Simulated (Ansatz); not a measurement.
Structure relaxation, NbP

The start is a relaxed NbP cell, doubled along one cell vector, shaken by Gaussian noise of σ = 0.08 Å a coordinate. The structure is fully relaxed (lattice and positions, P = 0) with r2SCAN (plane waves to 500 eV, PAW, scalar-relativistic; Ansatz, a quantum-chemistry and plane-wave program). The first steps use a coarse 8×8×3 k-mesh.

Initial structure:
```
NbP
1.0
    1.60150    -4.46087     0.00000
    1.60150     4.46087     0.00000
    0.00000     0.00000     8.64863
P Nb
4 4
Direct
  0.58620   0.40455   0.11940
  0.60058   0.41384   0.63376
  0.36210   0.59084   0.37364
  0.35957   0.55533   0.88193
  0.85836   0.10826   0.11733
  0.90970   0.17463   0.64679
  0.08904   0.82444   0.36718
  0.11933   0.86485   0.86637
```

What pressure does the first self-consistent step give?

+2 GPa (positive: the cell is compressed).

How much energy is released per atom?

0.12 eV/atom.

Does it find its way back to the structure it was made from?

It returns to the parent structure, Cmcm (No. 63).

Is the relaxed structure metallic? Give its gap.

No gap (metallic).

Relaxed structure:

Space group Cmcm (No. 63); a = 3.203 Å, b = 8.922 Å, c = 4.324 Å, α = β = γ = 90.00°

| atom | site | symmetry | x | y | z |
|---|---|---|---|---|---|
| P | 4c | m2m | 0.0000 | 0.0958 | 0.7500 |
| Nb | 4c | m2m | 0.0000 | 0.6217 | 0.2500 |
(The calculation used a cell of 4 atoms; values per cell refer to that cell.)

Final values are on a 15×15×11 k-mesh of the relaxed cell. No spin polarisation in the result.

The relaxed structure here is a generated cell of NbP: the first start was made by placing the elements on the sites of a structure type, and the end was not matched to a known phase here, so it may be hypothetical.
